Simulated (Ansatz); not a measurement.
CaTlBr3 in space group Cmcm (No. 63; Ca on 4a, Tl on 4c, Br on 8f, Br on 4c), r²SCAN+D4 (plane waves, PAW; program Ansatz). The conduction-band minimum lies at Y, with 1 equivalent valley. Second derivatives d²E/dk² of the lowest band at one valley (eV·Å²), along Cartesian directions:

| direction | d²E/dk² |
|---|---|
| [100] | 18.54 |
| [010] | 15.05 |
| [001] | 13.73 |
| [110] | 16.80 |
| [101] | 16.13 |
| [011] | 14.39 |

Task: Find the principal effective masses, the density-of-states mass and the conductivity mass.

Result: Off-diagonal terms follow from H_xy = H[110] − (H_xx + H_yy)/2, and m*/mₑ = 7.620 eV·Å² over each eigenvalue: 0.41, 0.51, 0.55. One valley's DOS mass (m₁m₂m₃)^(1/3) = 0.49, conductivity mass 3/(Σ 1/mᵢ) = 0.48 mₑ.

Task: What effective density of states Nc follows at 300 K for parabolic valleys?

Result: Nc = 2.509e19 × 1 × (0.49)^(3/2) ≈ 8.6e18 cm⁻³.

The first step of the workflow began from a Materials Project structure, measured or hypothetical; the Crystallography Open Database copy checked does not list it. Its standing as an ambient phase is unchecked. Symmetry was held in the r²SCAN+D4 relaxation; whether a distortion lowers the energy is not shown. Scalar-relativistic: spin–orbit coupling is off unless named, which matters more the heavier the elements.

Potentials: the later of the program's two PAW sets.

Edges and masses are those of Kohn–Sham bands, whose gap is no quasiparticle gap.
